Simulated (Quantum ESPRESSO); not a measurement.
**Kohn-Sham bands of SiS2 (P2₁/c)**

```
CELL_PARAMETERS angstrom
      6.42398     0.00000     0.00000
      0.00000     7.94686     0.00000
     -1.42980     0.00000     5.70307
ATOMIC_POSITIONS crystal
  Si 0.11659 0.36453 0.61257
  Si 0.88341 0.63547 0.38743
  Si 0.88341 0.86453 0.88743
  Si 0.11659 0.13547 0.11257
  S  0.22138 0.60322 0.51438
  S  0.77862 0.39678 0.48562
  S  0.77862 0.10322 0.98562
  S  0.22138 0.89678 0.01438
  S  0.24227 0.14644 0.48416
  S  0.75773 0.85356 0.51584
  S  0.75773 0.64644 0.01584
  S  0.24227 0.35356 0.98416
```

Cell from Materials Project (mp-1095294), symmetrised, no further relaxation. Not found in the COD (Crystallography Open Database) copy used, which has the formula in other groups; not checked further. Level: LDA, no spin polarisation, no spin-orbit coupling; pw.x of Quantum ESPRESSO at 44 Ry with PseudoDojo potentials, 4×4×4 k-points, Wannier90. Density: 6×4×6 mesh, cold smearing 0.01 Ry. The cell is built of weakly bound layers, chains or molecules, whose nearest atoms lie 3.97 Å apart. Database cells relaxed without dispersion often hold them too far apart, which can enlarge gaps and weakens couplings between them; spacing and stacking were not compared with the measured crystal.

Energies are relative to the valence-band maximum; weights are on the orthonormalised atomic waves of the pseudopotential files, averaged over the group. 64 electrons a cell are treated as valence.

Q: Into which isolated groups do the bands fall, where do they lie and what are they made of?

A: 
```csv
bands,from (eV),to (eV),filling,weight on atomic waves
1–2,-14.20,-13.30,filled,"S 3s 54 %, Si 3s 30 %, S 3p 8 %"
3–8,-13.09,-11.38,filled,"S 3s 72 %, Si 3p 22 %, Si 3s 4 %"
9–12,-8.00,-4.94,filled,"S 3p 47 %, Si 3s 27 %, S 3s 18 %"
13–32,-4.61,0.00,filled,"S 3p 80 %, Si 3p 14 %"
```

The Kohn-Sham gap over both meshes and the path is 3.08 eV.
